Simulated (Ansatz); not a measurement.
Put Be4Ga2C in P4mm (No. 99): Be on 4f; Ga on 2c; C on 1a.

Method: Ansatz 0.2.0, DFT PBE, scalar-relativistic, plane waves, PAW. Cutoff 420 eV, Γ-centred mesh, Gaussian smearing, no spin polarisation.

Energies over the elements count from the elements' standard structures at the same level, with no fitted energy shifts.

Question: Give the relaxed lattice parameters and positions.

Answer:

Space group P4mm (No. 99). a = 4.717 Å, b = 4.717 Å, c = 4.203 Å, α = 90.00°, β = 90.00°, γ = 90.00°
```
atom  site  symmetry       x       y       z
  Be    4f       .m.  0.2006  0.5000  0.1147
  Ga    2c      2mm.  0.5000  0.0000  0.6136
   C    1a       4mm  0.0000  0.0000  0.9299
```

Be has 3 Be at 1.89–2.00 Å, 2 Ga at 2.30–2.31 Å and 2 C at 2.66 Å; Ga is surrounded by 4 Be at 2.30–2.31 Å and 2 C at 2.71 Å; C is surrounded by 8 Be at 2.66 Å and 4 Ga at 2.71 Å. Another local minimum with the same sites may exist.

Question: And its energy and gap?

Answer: The energy over the elements is +1.26 eV/atom and the gap on the 8×8×10 mesh of the 7-atom cell is 0 eV (a metal). It can't be a ground state, since the elements alone are lower.

The last run used Gaussian smearing of 0.10 eV. The reference form of C is held partly by dispersion forces, which this level lacks. A structure relaxed within its symmetry needn't be a true minimum. Another cell of Be4Ga2C relaxed alike, in P1, lies 0.81 eV/atom lower, so this cell isn't the stable form at this level.
